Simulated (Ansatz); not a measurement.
Input:

Se:
```cif
data_Se8
_chemical_formula_sum 'Se8'
_space_group_name_H-M_alt 'Fd-3m :1'
_space_group_IT_number 227
_space_group_name_Hall 'F 4d 2 3 -1d'
_cell_length_a 6.28848
_cell_length_b 6.28848
_cell_length_c 6.28848
_cell_angle_alpha 90.000
_cell_angle_beta 90.000
_cell_angle_gamma 90.000
loop_
_atom_site_label
_atom_site_type_symbol
_atom_site_symmetry_multiplicity
_atom_site_Wyckoff_symbol
_atom_site_fract_x
_atom_site_fract_y
_atom_site_fract_z
_atom_site_occupancy
Se1 Se 8 b 0.50000 0.50000 0.50000 1
```
(The calculation used a cell of 2 atoms; values per cell refer to that cell.)

This is the r²SCAN-relaxed structure.

Problem. All from r²SCAN in the plane-wave PAW code Ansatz, unless another level is named. Estimate the electronic character.

Solution. metallic (no gap).

Problem. What about the density of states at the Fermi level?

Solution. 0.93 states/eV per atom (mean over ±0.08 eV).

Problem. Predict the gap with spin–orbit coupling.

Solution. none (metallic).

The start of the workflow was typed in or built on a structure type; neither database checked (COD, Materials Project) lists it. It is not the phase usual at ambient conditions (space group No. 152). The r²SCAN relaxation kept the symmetry of its start; its stability against distortions is not shown here. The volume moved by 26 % from the start of the relaxation. Scalar-relativistic: spin–orbit coupling is off unless named, which matters more the heavier the elements.

Potentials: the later of the program's two PAW sets.
